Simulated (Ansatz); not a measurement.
# InBSe2, before and after

A trial structure of InBSe2 was built thus: ordered mixture on the cation sites of rock salt (P4/mmm, No. 123) (occupants of the shared sites, in ratio, In: 1, B: 1). Its size is a rough estimate.

start.cif

```cif
data_structure
_symmetry_space_group_name_H-M 'P 1'
_symmetry_Int_Tables_number 1
_cell_length_a 3.7319
_cell_length_b 3.7319
_cell_length_c 5.2777
_cell_angle_alpha 90.000
_cell_angle_beta 90.000
_cell_angle_gamma 90.000
_cell_volume 73.50
loop_
_atom_site_label
_atom_site_type_symbol
_atom_site_fract_x
_atom_site_fract_y
_atom_site_fract_z
_atom_site_occupancy
In1 In 0.00000 0.00000 0.00000 1
B1 B 0.50000 0.50000 0.50000 1
Se1 Se 0.00000 0.00000 0.50000 1
Se2 Se 0.50000 0.50000 0.00000 1
```

Method: DFT PBE, scalar-relativistic, plane waves, PAW in Ansatz. Cutoff 420 eV, Gaussian smearing, Γ-centred meshes. Cell and atoms relax first on a coarse mesh and then on a finer one. In between, the cell is made exact in the group found at 0.06 Å. In metals the finer mesh still leaves noise of several meV/atom or more. The steps can't lower the symmetry of their start. No spin polarisation.

end.cif

```cif
data_structure
_symmetry_space_group_name_H-M 'P 1'
_symmetry_Int_Tables_number 1
_cell_length_a 3.8955
_cell_length_b 3.8955
_cell_length_c 5.3979
_cell_angle_alpha 90.000
_cell_angle_beta 90.000
_cell_angle_gamma 90.000
_cell_volume 81.91
loop_
_atom_site_label
_atom_site_type_symbol
_atom_site_fract_x
_atom_site_fract_y
_atom_site_fract_z
_atom_site_occupancy
In1 In 0.00000 0.00000 0.00000 1
B1 B 0.50000 0.50000 0.50000 1
Se1 Se 0.00000 0.00000 0.50000 1
Se2 Se 0.50000 0.50000 0.00000 1
```

The symmetry stays P4/mmm (No. 123). The volume per atom grows by 11.4 %, from 18.4 to 20.5 Å³. The shortest distance goes from 2.64 Å (B–Se and In–Se) to 2.70 Å (B–Se and In–Se).

```json
{
  "Volume per atom": "20.48 Å³",
  "Density": "5.75 g/cm³",
  "Formation energy": "+0.57 eV/atom",
  "Gap on the 12×12×10 mesh of the 4-atom cell": "0 eV (a metal)"
}
```

Formation energies are uncorrected and refer to the elements' standard structures at the same level. It can't be a ground state, since the elements alone are lower.

The last run used Gaussian smearing of 0.10 eV. The reference form of Se is held partly by dispersion forces, which this level lacks. A structure relaxed within its symmetry needn't be a true minimum. In all, the 4 runs took 4.5 min on 1 thread of Intel(R) Xeon(R) Processor @ 2.70GHz (shared host). Another cell of InBSe2 relaxed alike, in P-3m1, lies 242 meV/atom lower, so this cell isn't the stable form at this level.
